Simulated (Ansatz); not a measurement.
LaCuGe$_{2}$:
```
LaCuGe2
1.0
    2.19680    -8.63214     0.00000
    2.19680     8.63214     0.00000
    0.00000     0.00000     4.23635
La Cu Ge
2 2 4
Direct
  0.89428   0.10572   0.75000
  0.10572   0.89428   0.25000
  0.67844   0.32156   0.75000
  0.32156   0.67844   0.25000
  0.53964   0.46036   0.75000
  0.46036   0.53964   0.25000
  0.24830   0.75170   0.75000
  0.75170   0.24830   0.25000
```

Relaxed with r²SCAN. Special points in fractions of this cell's reciprocal vectors: Γ (0.000, 0.000, 0.000); Y (-0.500, 0.500, 0.000); C0 (-0.266, 0.734, 0.000); Σ0 (0.266, 0.266, 0.000); Z (0.000, 0.000, 0.500); A0 (0.266, 0.266, 0.500); E0 (-0.266, 0.734, 0.500); T (-0.500, 0.500, 0.500); S (0.000, 0.500, 0.000); R (0.000, 0.500, 0.500).

### Question
List the band energies nearest the Fermi level at these points for r²SCAN (plane waves, PAW; program Ansatz).

### Answer
In eV from the Fermi level; about four levels below and three above (degenerate sets whole), none deeper than 8.9 eV; points with the same levels are listed once.

| k | below | above |
|---|---|---|
| Γ | -2.16 -2.02 -0.66 -0.48 | 1.29 1.36 1.39 |
| Y | -2.14 -2.07 -1.31 -0.12 | 0.11 0.56 0.91 |
| C0 | -0.75 -0.68 -0.28 -0.02 | 0.53 0.69 1.19 |
| Z | -1.16 -1.16 -0.51 -0.51 | 0.01 0.01 0.62 0.62 |
| A0 | -2.37 -2.37 -1.98 -1.98 | 1.56 1.56 2.12 2.12 |
| T | -0.48 -0.48 -0.08 -0.08 | 1.30 1.30 2.13 2.13 |
| S | -1.15 -0.45 0.00 0.00 | 0.33 0.54 1.10 |
| R | -2.40 -2.40 -1.96 -1.96 | 1.57 1.57 2.11 2.11 |

Space group Cmcm. The workflow started from a Materials Project entry (that database holds measured and hypothetical structures alike); the Crystallography Open Database copy checked does not list it. Whether it is the stable phase at ambient conditions was not checked. Symmetry was held in the r²SCAN relaxation; its stability against distortions is not shown here. The run is not spin-polarised. Scalar-relativistic: spin–orbit coupling is off unless named, which matters more the heavier the elements.

Potentials: the earlier of the program's two PAW sets.
